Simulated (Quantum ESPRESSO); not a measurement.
# HfTi2ZrO8: convergence and cost over cutoff and k mesh

Computed values, not a measurement. The program is pw.x of Quantum ESPRESSO 7.5 (plane-wave density functional theory). The cell is made up: 12 atoms on a fluorite lattice, with randomly drawn elements, strain and displacements, not relaxed. PseudoDojo standard norm-conserving files (v0.5 for PBE, v0.4.1 for LDA and PBEsol) set the functional; there is no spin polarisation, spin-orbit coupling or dispersion term, and the masses in the input are unused placeholders.

The hafnium pseudopotential is less sure than the others, with forces about 3 percent (worst 6) and pressure in oxides about 1.5 GPa (worst 2.7) from a second method in checks, which no rerun with the same files tests.

Input of the run in row 4:

```
&control calculation='scf', pseudo_dir='./dojo.nc.sr.pbe.v0_5.standard.upf', outdir='./o', disk_io='low', tprnfor=.true., tstress=.true. /
&system ibrav=0, nat=12, ntyp=4, nbnd=54, ecutwfc=84.00895049, nosym=.true., tot_charge=0,
 occupations='smearing', smearing='fd', degauss=0.0018374661
/
&electrons conv_thr=7.350e-09, electron_maxstep=60, /
ATOMIC_SPECIES
Hf 1.0 Hf.upf
O 1.0 O.upf
Ti 1.0 Ti.upf
Zr 1.0 Zr.upf
CELL_PARAMETERS angstrom
5.1022 -0.0037 0.0289
-0.0037 4.9967 0.0381
0.0289 0.0381 4.9521
ATOMIC_POSITIONS angstrom
Hf -0.0035 -0.0537 0.0232
Ti 0.0183 2.5225 2.4899
Ti 2.5638 0.0433 2.486
Zr 2.5602 2.4658 0.0037
O 1.2439 1.2625 1.2344
O 1.2989 1.292 3.7421
O 1.3152 3.7389 1.3114
O 1.2864 3.773 3.7322
O 3.8019 1.2658 1.2803
O 3.8194 1.3051 3.7176
O 3.8259 3.7505 1.3004
O 3.8624 3.7765 3.7886
K_POINTS automatic
4 5 5 1 1 1
```

The same cell was run at these settings. Meshes are shifted by half a step, and differences are from the last row, which is itself not exact.

| cutoff (eV) | k mesh | k points solved | threshold (eV) | free energy less the last row's (eV) | pressure (GPa) | largest stress difference (GPa) | largest force difference (eV/Å) | iterations | wall time (s) | k-point pools | processor |
| --- | --- | --- | --- | --- | --- | --- | --- | --- | --- | --- | --- |
| 800 | 2 x 2 x 2 | 4 | 1e-04 | 1.055 | -18.06 | 13.48 | 0.045 | 23 | 107 | 1 | AMD EPYC, Zen 5 class |
| 1143 | 1 x 1 x 1 | 1 | 1e-07 | -2.205 | -5.67 | 2.15 | 0.509 | 19 | 32 | 4 | AMD EPYC, older |
| 709 | 4 x 5 x 5 | 50 | 1e-07 | 4.365 | -35.18 | 30.49 | 0.107 | 25 | 152 | 4 | AMD EPYC, older |
| 1143 | 4 x 5 x 5 | 50 | 1e-07 | 0.001 | -4.77 | 0.05 | 0.001 | 27 | 298 | 4 | AMD EPYC, older |
| 1467 | 6 x 7 x 7 | 147 | 1e-07 | 0.000 | -4.73 | 0.00 | 0.000 | 25 | 1622 | 4 | AMD EPYC, older |

Each pool is one process. Wall times include start-up and a band step at six k points, which weighs most on the coarsest meshes. The runs were on shared virtual cores whose load varied, so times are rough.